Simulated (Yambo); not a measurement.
Here is the system:

```
YO2H
1.0
    4.30115     0.00000     0.00000
    0.00000     3.63346     0.00000
   -1.94217     0.00000     5.63615
H O Y
2 4 2
Cartesian
 -1.71218   0.90836   5.18667
  4.07116   2.72510   0.44948
  0.13379   0.90836   2.53001
  2.22519   2.72510   3.10614
 -0.75242   0.90836   5.28614
  3.11140   2.72510   0.35000
  0.08839   2.72510   3.88449
  2.27059   0.90836   1.75166
```

Workflow: LDA (pw.x of Quantum ESPRESSO, ONCV potentials, no spin-orbit coupling), then G0W0 in Yambo (4×4×2 Γ-centred k mesh, 135 bands and a 7 Ry block in the screening, 135 bands in G with the Bruneval-Gonze terminator, plasmon pole fitted at 27.2 eV).

Q: Give the LDA and G0W0 gaps between the band edges found on this mesh, and say where the edges lie.

A: Edges: (0, 0, -0.5) → Γ. LDA: 4.04 eV; G0W0: 5.78 eV. Nearest settings tried, and what they do to the gap: 90 bands in W, 90 bands in G: +54 meV; 2×2×2 mesh: +28 meV. Not varied: block. So the settings aren't converged at that level. 

Geometry of the Materials Project entry, not relaxed at this level.

The structure is a Materials Project entry; no match was found in the copy of COD used, and its stability was not checked.
